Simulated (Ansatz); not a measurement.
TiBr3, first-principles data

TiBr3:
```yaml
crystal:
  lattice:
    - [3.15480, 1.82142, 6.29905]
    - [-3.15480, 1.82142, 6.29905]
    - [0.00000, -3.64285, 6.29905]
  atoms:
    - { symbol: Br, position: [0.57695, 0.26305, 0.92050] }
    - { symbol: Br, position: [0.26305, 0.92050, 0.57695] }
    - { symbol: Br, position: [0.92050, 0.57695, 0.26305] }
    - { symbol: Br, position: [0.42305, 0.73695, 0.07950] }
    - { symbol: Br, position: [0.73695, 0.07950, 0.42305] }
    - { symbol: Br, position: [0.07950, 0.42305, 0.73695] }
    - { symbol: Ti, position: [0.66664, 0.66664, 0.66664] }
    - { symbol: Ti, position: [0.33336, 0.33336, 0.33336] }
```

Space group R-3 (No. 148); conventional cell a = 6.310 Å, b = 6.310 Å, c = 18.897 Å, α = 90.00°, β = 90.00°, γ = 120.00°.

Method: r²SCAN+D4 in the plane-wave PAW code Ansatz. Geometry: relaxed at this level of theory. Other levels are named where they apply.

**Cell and energy**

```json
{
 "volume_per_atom": "27.15 Å³",
 "density": "4.40 g/cm³",
 "Formation energy from the elements (no fitted shifts)": "-1.36 eV/atom"
}
```

**Electronic structure**

```json
{
 "electronic_character": "metallic (no gap)",
 "Density of states at the Fermi level": "1.9 states/eV per atom (mean over ±0.08 eV)",
 "Gap with spin–orbit coupling": "none (metallic)"
}
```

**Mechanics**

```json
{
 "Bulk modulus (Birch–Murnaghan fit)": "16.0 GPa",
 "Pressure derivative B′": "10.3"
}
```

**Charges**

```json
{
  "bader_charges": "Br -0.59, Ti +1.76 e"
}
```

The workflow started from an entry of the Crystallography Open Database (COD), which files this formula under 2 space groups. Whether it is the stable phase at ambient conditions was not checked. Symmetry was held in the r²SCAN+D4 relaxation; its stability against distortions is not shown here. The run is not spin-polarised. The references are the lowest solids computed at this level, not always the standard phases. Spin–orbit coupling is left out wherever it is not named.

Potentials: the later of the program's two PAW sets.
